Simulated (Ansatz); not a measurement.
**E(q) of EuN (Fm-3m)**

The source of the geometry is a structure as deposited in COD; atoms and cell stay fixed.

Settings: PBEsol, 12×12×12 k mesh, Fermi–Dirac smearing of 0.05 eV. PAW means Ansatz 0.2.0 on its default frozen-core files; LAPW is all-electron LAPW in Ansatz 0.2.0. Site moments are integrated in spheres about the atoms, whose radii differ between the methods.

The reference run was typed so:

```yaml
crystal:
  lattice:
    - [0.0, 2.507, 2.507]
    - [2.507, 0.0, 2.507]
    - [2.507, 2.507, 0.0]
  atoms:
    - { symbol: Eu, position: [0.0, 0.0, 0.0], spin: 6.1, spin_axis: [1.0, 0.0, 0.0] }
    - { symbol: "N", position: [0.5, 0.5, 0.5], spin: 0.4, spin_axis: [-1.0, 0.0, 0.0] }
magnetization:
  noncollinear: true
  spin_spiral: { q: [0.0, 0.0, 0.0] }
kpoints:
  mp_grid: { grid: [12, 12, 12] }
scf:
  occupations: { method: fermi_dirac, width: 0.05 }
hamiltonian:
  xc: pbesol
  pseudopotentials: { kind: paw }
output:
  eigenvalues: false
```

Command: `ansatz run input.yaml --threads 2 --pin off --max-ram 5120MiB --backend cpu --events-out ev --progress --plain --runs-dir out`

The input for «spiral at 0.667 of the way from Γ to X» by LAPW differs from it in these lines, output keys apart:

```diff
-  spin_spiral: { q: [0.0, 0.0, 0.0] }
+  spin_spiral: { q: [0.3333333333, 0.0, 0.3333333333] }
-  pseudopotentials: { kind: paw }
+  pseudopotentials: { kind: all_electron, lapw: { basis_error: 0.001 } }
```

Flat spirals without spin–orbit coupling: moments start in the xy plane and turn about z by q·R from cell to cell, and their directions inside a cell are free. q runs from Γ to X = (0.500, 0.000, 0.500) in reciprocal cell vectors. Energies count from each method's run at q = 0. Each q is a vector of the k mesh, and the mesh is shifted by q/2 where needed, so that both spin components are sampled on the same points as at q = 0. In Ansatz a GGA is taken by the program's default for non-collinear spins.

```
fraction of Γ–X  q (1/Å)  ΔF PAW (meV/cell)  ΔF LAPW (meV/cell)  largest moment, PAW (μB)
          0.000    0.000                0.0                 0.0                      6.14
          0.167    0.209               +6.7                +6.6                      6.14
          0.333    0.418              +29.2                   –                      6.15
          0.500    0.627              +63.0                   –                      6.14
          0.667    0.835              +94.0               +93.6                      6.14
          0.833    1.044             +111.9                   –                      6.13
          1.000    1.253             +117.1                   –                      6.13
```

q = 0 is the lowest point of the line, so the state at q = 0 is stable against these spirals.

Problem. The line ends at half a reciprocal vector. Fit ΔF(f) = A₁(1 − cos πf) + A₂(1 − cos 2πf) to the PAW points, leaving out f = 0.333. What does it give?

Solution. A₁ = +59.1 and A₂ = +2.3 meV/cell, with a worst miss of 2.4 meV. At f = 0.333 the fit gives +33.0 meV against the computed +29.2. In a Heisenberg model A₁ and A₂ sum the couplings to the first and second lattice planes normal to q.

The PAW files were made with PBE; the program remakes their cores once for the run's functional and then keeps them frozen. Without U a semilocal functional puts the f levels too near the Fermi level, which can change moments and the order of magnetic states; site and cell moments are spin moments. Spin–orbit coupling is left out although heavy atoms are present. In at least one run the program's final test of stability wasn't made or came to no verdict. With open f shells a run can end in a state that isn't the lowest. The magnetic state is the one that this cell and start allow. It needn't be the compound's measured order, which may need a larger cell or be absent.
